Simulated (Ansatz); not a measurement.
Bi (fcc (Cu type), space group No. 225) at seven volumes, DFT-PBE in the program Ansatz with PAW potentials, scaled uniformly. One row is withheld.

```
V (Å³/atom)  P (GPa)
-----------  -------
29.009          5.98
29.966          3.61
30.922             ?
31.878          0.00
32.835         -1.39
33.791         -2.59
34.748         -3.62
```

Q: Fit the shown pressures and predict the withheld one.

A: Third-order Birch–Murnaghan: P = (3/2)B₀(x^(7/2) − x^(5/2))[1 + (3/4)(B′ − 4)(x − 1)] with x = (V₀/V)^(2/3). Least squares on the six rows gives V₀ = 31.879 Å³/atom, B₀ = 50.94 GPa, B′ = 4.57. At V = 30.922, x = 1.0205 and P = 1.66 GPa. The run itself gave 1.64 GPa.

Space group Fm-3m (fcc (Cu type)). The start of the workflow was typed in or built on a structure type; neither database checked (COD, Materials Project) lists it. It is not the phase usual at ambient conditions (space group No. 166). The PBE relaxation kept the symmetry of its start; whether a distortion lowers the energy is not shown. Scalar-relativistic: spin–orbit coupling is off unless named, which matters more the heavier the elements.

Potentials: the later of the program's two PAW sets.
